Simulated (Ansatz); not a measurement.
Sb, DFT, PBEsol, all-electron LAPW, scalar-relativistic (Ansatz 0.2.0), run on 1 thread of Arm Neoverse V1 on a shared host.

The geometry is COD entry 9013009, unchecked; take it as a test cell. The listed cell was then made from it by scaling, straining or moving an atom.

Command: `ansatz run input.yaml --threads 1 --pin off --max-ram 3072MiB --backend cpu --events-out ev --progress --plain --runs-dir out`

```yaml
crystal:
  lattice:
    - [0.0, 2.2738475325, 2.2738475325]
    - [2.2738475325, 0.0, 2.2738475325]
    - [2.2738475325, 2.2738475325, 0.0]
  atoms:
    - { symbol: Sb, position: [0.0, 0.0, 0.0] }
kpoints:
  mp_grid: { grid: [14, 14, 14] }
  band_path:
    path:
      - [0.0, 0.0, 0.0]
      - [0.5, 0.0, 0.5]
      - [0.625, 0.25, 0.625]
      - [0.375, 0.375, 0.75]
      - [0.0, 0.0, 0.0]
      - [0.5, 0.5, 0.5]
      - [0.5, 0.25, 0.75]
      - [0.5, 0.0, 0.5]
    npoints: 5
scf:
  occupations: { method: fermi_dirac, width: 0.03 }
hamiltonian:
  xc: pbesol
  pseudopotentials: { kind: all_electron, lapw: { basis_error: 0.00025 } }
output:
  forces: true
  stress: true
  eigenvalues: true
```

Task: How large is the problem that the program sets up?

Result: 104 irreducible k-points, 169 plane waves at Γ, 16 bands.

Task: Estimate the wall time and the peak memory.

Result: 9.6 s of wall time for 5 SCF iterations, with a peak of 0.29 GiB. Times on shared machines scatter by tens of per cent.
